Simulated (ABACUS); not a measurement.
Band structure of Ta2O5 (P2/m, 7 atoms in the cell; from Materials Project mp-1238961).

```
CELL_PARAMETERS angstrom
      3.84141     0.00000     0.00000
      0.00000     3.86272     0.00000
     -1.81894     0.00000     6.52896
ATOMIC_POSITIONS crystal
  Ta 0.64953 0.00000 0.79131
  Ta 0.35047 0.00000 0.20869
  O  0.66212 0.50000 0.79833
  O  0.33788 0.50000 0.20167
  O  0.18976 0.00000 0.87062
  O  0.81024 0.00000 0.12938
  O  0.50000 0.00000 0.50000
```

All values come from this method and carry its errors: PBEsol, PseudoDojo 0.4 standard norm-conserving PBEsol (tails mended) pseudopotentials (plane waves; ABACUS).

Settings: KPT = Gamma 4 4 2 0 0 0; basis_type = pw; dft_functional = PBESOL; ecutwfc = 84 Ry; smearing_method = gaussian; smearing_sigma = 0.00367493 Ry; potentials = PseudoDojo 0.4 standard norm-conserving PBEsol (tails mended); symmetry = 1; ks_solver = dav_subspace; scf_nmax = 100; scf_thr = 1.0e-09 Ry; mixing_type = pulay.

Spin-orbit coupling is left out, which matters for bands and gaps with elements this heavy. The structure comes from a collection of computed structures, made at another level of theory; the collection holds predicted forms beside known ones.

### Question
Predict the gap along the standard path and the places of the band edges.

### Answer
The gap along the path is 2.18 eV, from E to Y; the smallest direct gap on it is 2.84 eV.

Points are given in units of this cell's reciprocal vectors. Levels in eV from the top of the valence band on the SCF mesh, bands 25 to 32:
| point | 25 | 26 | 27 | 28 | 29 | 30 | 31 | 32 |
|---|---|---|---|---|---|---|---|---|
| Γ (0 0 0) | -0.97 | -0.83 | -0.66 | -0.63 | 2.22 | 2.61 | 2.76 | 4.29 |
| Y (0 0 0.5) | -0.96 | -0.89 | -0.83 | -0.80 | 2.18 | 2.66 | 2.73 | 4.14 |
| H (-0.457 0 0.716) | -1.26 | -1.15 | -0.95 | -0.79 | 2.45 | 3.23 | 4.01 | 4.68 |
| C (-0.5 0 0.5) | -1.28 | -1.13 | -0.95 | -0.77 | 2.50 | 3.07 | 3.89 | 4.62 |
| E (-0.5 0.5 0.5) | -2.01 | -0.71 | -0.12 | 0.00 | 3.15 | 5.00 | 5.55 | 6.17 |
| M1 (-0.543 0.5 0.284) | -2.29 | -0.63 | -0.12 | -0.05 | 3.28 | 4.86 | 5.54 | 6.14 |
| A (-0.5 0.5 0) | -1.99 | -0.62 | -0.12 | -0.03 | 3.20 | 4.95 | 5.57 | 6.16 |
| X (-0.5 0 0) | -1.25 | -1.18 | -0.96 | -0.78 | 2.48 | 3.13 | 4.03 | 4.61 |
| D (0 0.5 0.5) | -2.29 | -1.79 | -1.35 | -0.34 | 4.14 | 5.41 | 5.50 | 5.69 |

“Tails mended”: in these copies of the files the far tail of each local potential was reset to the Coulomb form.
